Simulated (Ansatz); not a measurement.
**YTeAs: reading a single point**

```yaml
crystal:
  lattice:
    - [0.00000, 4.16976, 0.00000]
    - [4.16976, 0.00000, 0.00000]
    - [2.08488, 2.08488, -8.65785]
  atoms:
    - { symbol: As, position: [0.50000, 0.00000, 0.00000] }
    - { symbol: As, position: [0.00000, 0.50000, 0.00000] }
    - { symbol: Te, position: [0.30950, 0.30950, 0.38100] }
    - { symbol: Te, position: [0.69050, 0.69050, 0.61900] }
    - { symbol: Y, position: [0.11450, 0.11450, 0.77100] }
    - { symbol: Y, position: [0.88550, 0.88550, 0.22900] }
```

The numbers come from plane-wave PAW DFT (Ansatz): PBEsol, no spin polarisation, 420 eV, 8×8×8 Γ-centred k points, fermi-dirac occupations (width 0.1 eV). Nothing was relaxed.

- Stress: The pressure is -1.9 GPa (compression positive), so with the atoms held at these fractions the cell would first shrink; the forces are large, so a full relaxation may end otherwise. The principal stresses -3.6, -3.6, 1.6 GPa differ, so its shape would change too.
- Forces: The largest is on Y5 (and as large on other atoms): 1.46 eV/Å, components (0.00, 0.00, 1.46). It makes 134° with the line to a nearest neighbour, As1 at 2.88 Å.
- At the Fermi level: It is a metal, with about 3.3 states/eV a cell as the mean within 0.25 eV of the Fermi level, mostly Te p (52 %), As p (27 %) and Y d (15 %).
- Charges: Bader charges in e: Y +1.63, Te -0.87, As -0.75. In the mean Y gives up most and Te takes most.

Origin: a known structure type with other elements, at an estimated volume, so it need not be a known compound. Caveats: many states at the Fermi level without spin polarisation, so a magnetic state may lie lower.
